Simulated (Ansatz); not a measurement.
Q: Each is relaxed and computed with plane-wave PAW r²SCAN (Ansatz code). Which is the only metal?
A. Rb2H4Pt, P4_2/mnm (Rb on 4d, H on 4e, H on 4f, Pt on 2a)
B. SnO2, P4_2/nmc (Sn on 2a, O on 4d)
C. SiSnPt5, P4/mmm (Si on 1b, Sn on 1c, Pt on 4i, Pt on 1a)
D. CsZn4P3, P4/mmm (Cs on 1b, Zn on 4i, P on 2h, P on 1a)

A: C, SiSnPt5, P4/mmm (Si on 1b, Sn on 1c, Pt on 4i, Pt on 1a). SiSnPt5: metal; Rb2H4Pt: gap 3.64 eV; CsZn4P3: gap 0.39 eV (direct); SnO2: gap 1.70 eV (indirect). Constructed cells (a structure type filled with these elements, in neither database checked): SnO2, P4_2/nmc (Sn on 2a, O on 4d). Not the usual ambient phase: SnO2, P4_2/nmc (Sn on 2a, O on 4d). Standing as an ambient phase not checked: SiSnPt5, P4/mmm (Si on 1b, Sn on 1c, Pt on 4i, Pt on 1a); Rb2H4Pt, P4_2/mnm (Rb on 4d, H on 4e, H on 4f, Pt on 2a); CsZn4P3, P4/mmm (Cs on 1b, Zn on 4i, P on 2h, P on 1a). Unstable at this level: SnO2, P4_2/nmc (Sn on 2a, O on 4d). All cells were relaxed under the symmetry of their starts (and spin orders); stability against distortions was not tested throughout. Rows with no word on spin ran without spin polarisation. Spin–orbit coupling is left out wherever it is not named.

Potentials: the later of the program's two PAW sets.
